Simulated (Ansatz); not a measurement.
SrTiO3 (cubic perovskite, Pm-3m) at seven volumes, DFT-PBEsol in the program Ansatz with PAW potentials, scaled uniformly. One row is withheld.

```csv
V (Å³/atom),P (GPa)
10.722,21.56
11.076,13.18
11.429,6.06
11.783,0.01
12.136,?
12.489,-9.53
12.843,-13.25
```

**Question.** Fit the shown pressures and predict the withheld one.

**Answer.** P = (3/2)B₀(x^(7/2) − x^(5/2))[1 + (3/4)(B′ − 4)(x − 1)] with x = (V₀/V)^(2/3). Least squares on the six rows gives V₀ = 11.783 Å³/atom, B₀ = 186 GPa, B′ = 4.37. At V = 12.136, x = 0.9805 and P = -5.15 GPa. The run itself gave -5.15 GPa.

Symmetry was held in the PBEsol relaxation. The run is not spin-polarised.

Potentials: the later of the program's two PAW sets.
